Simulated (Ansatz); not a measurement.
## 4 guesses for WCl₂F₄ and where they end

Level of theory: DFT PBE, scalar-relativistic, plane waves, PAW (Ansatz). All cells share a 420 eV cutoff and Γ-centred k meshes spaced about 0.3 Å⁻¹ or finer (0.25 for metals, 2π included). No spin polarisation in the final relaxations.

Each guess was relaxed in cell and atoms at zero pressure, within the symmetry of its start. All energies are static (0 K, no zero-point motion). Coordination counts Cl or F atoms around W (for each partner element, those within 1.25 times its shortest distance or 1.15 times the sum of covalent radii, where it is the nearest in units of that sum or under 1.3).

| guess | made from | start group | V start (Å³/atom) | end group | V end (Å³/atom) | coordination at the end | gap on mesh (eV) | E over the lowest end (meV/atom) |
| --- | --- | --- | --- | --- | --- | --- | --- | --- |
| 1 | a cell proposed by chemical analogy | P-1 | 16.4 | P-1 | 26.5 | W 6 | 3.00 | 0 |
| 2 | a cell proposed by chemical analogy | I4/mmm | 16.5 | I4/mmm | 27.0 | W 6 | 2.96 | 0 |
| 3 | a cell proposed by chemical analogy | P4_2/mnm | 16.5 | ? | ? | ? | ? | ? |
| 4 | a cell proposed by chemical analogy | Imm2 | 16.5 | Imm2 | 29.9 | W 6 | 2.78 | 6 |

Guess 3 as it starts:

```xyz
14
Lattice="6.0000 0.0000 0.0000 0.0000 6.0000 0.0000 0.0000 0.0000 6.4200" Properties=species:S:1:pos:R:3 pbc="T T T"
W     3.0000    3.0000    3.2100
W     0.0000    0.0000    0.0000
Cl    1.3950    4.6050    3.2100
Cl    4.6050    1.3950    3.2100
Cl    1.6050    1.6050    0.0000
Cl    4.3950    4.3950    0.0000
F     3.0000    3.0000    5.0590
F     3.0000    3.0000    1.3610
F     4.3080    4.3080    3.2100
F     1.6920    1.6920    3.2100
F     0.0000    0.0000    4.5710
F     0.0000    0.0000    1.8490
F     1.3080    4.6920    0.0000
F     4.6920    1.3080    0.0000
```

Task: Fill in the missing row: what does this guess relax into, and where does it rank?

Result: It ends in space group P4_2/mnm (No. 136), with a = 7.083 Å, c = 8.259 Å, 29.6 Å³/atom and a gap of 3.12 eV; its coordination is W 6. It lies 1 meV/atom over the lowest end, within the noise of guess 2 and below guess 4. Counting Cl or F atoms around W, this end and the lowest (guess 1) both have W 6.

Space group P4_2/mnm (No. 136). a = 7.083 Å, b = 7.083 Å, c = 8.259 Å, α = 90.00°, β = 90.00°, γ = 90.00°
| atom | site | symmetry | x | y | z |
| --- | --- | --- | --- | --- | --- |
| W | 2a | m.mm | 0.5000 | 0.5000 | 0.5000 |
| Cl | 4f | m.2m | 0.2715 | 0.7285 | 0.5000 |
| F | 4e | 2.mm | 0.5000 | 0.5000 | 0.7254 |
| F | 4g | m.2m | 0.6859 | 0.6859 | 0.5000 |

The zero of energy is the elements' standard structures at the same level (Cl₂, F₂ as molecules); no fitted shifts are applied.

Task: Is the lowest end bound against the elements?

Result: Yes: its formation energy is −2.119 eV/atom. A negative formation energy is needed for stability but isn't enough: competing phases decide.

No dispersion correction is applied, so the spacing and binding between layers, chains or molecules are poorly described (P-1, I4/mmm, P4_2/mnm, Imm2), and this can change margins and order among such cells. Spin–orbit coupling, which can matter for W, is left out. Kohn–Sham gaps at this level usually fall short of measured ones. With atoms moved at random, P-1, I4/mmm and P4_2/mnm came back. Without a clear test, and held by symmetry: Imm2. A lower structure may well exist outside this small set. Some structure types and database cells were kept out of the candidates from the start, so a known form may be missing.
